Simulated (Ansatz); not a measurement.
Polymorphs of HgS, each relaxed with HSE06 (plane waves, PAW; program Ansatz):

A: C2/c
a = 7.552 Å, b = 4.485 Å, c = 7.219 Å, α = γ = 90.00°, β = 112.87°

```
atom  site  symmetry       x       y       z
----  ----  --------  ------  ------  ------
Hg      4a        -1  0.0000  0.0000  0.0000
S       4e         2  0.0000  0.6655  0.2500
```

B: zinc blende (F-43m)
a = b = c = 5.9233 Å, α = β = γ = 90.00°

| atom | site | symmetry | x | y | z |
|---|---|---|---|---|---|
| S | 4c | -43m | 0.2500 | 0.2500 | 0.2500 |
| Hg | 4a | -43m | 0.0000 | 0.0000 | 0.0000 |

Q: Put the candidates in order of energy per atom at 0 K, lowest first, for HSE06.

A: B (+0 meV/atom), A (+17 meV/atom)

Q: Give each one's gap.

A: A 2.79 eV; B 0.37 eV.

Constructed cells (a structure type filled with these elements, in neither database checked): A. All cells were relaxed under the symmetry of their starts (and spin orders); stability against distortions was not tested throughout. Spin–orbit coupling is left out wherever it is not named.

Potentials: the later of the program's two PAW sets.
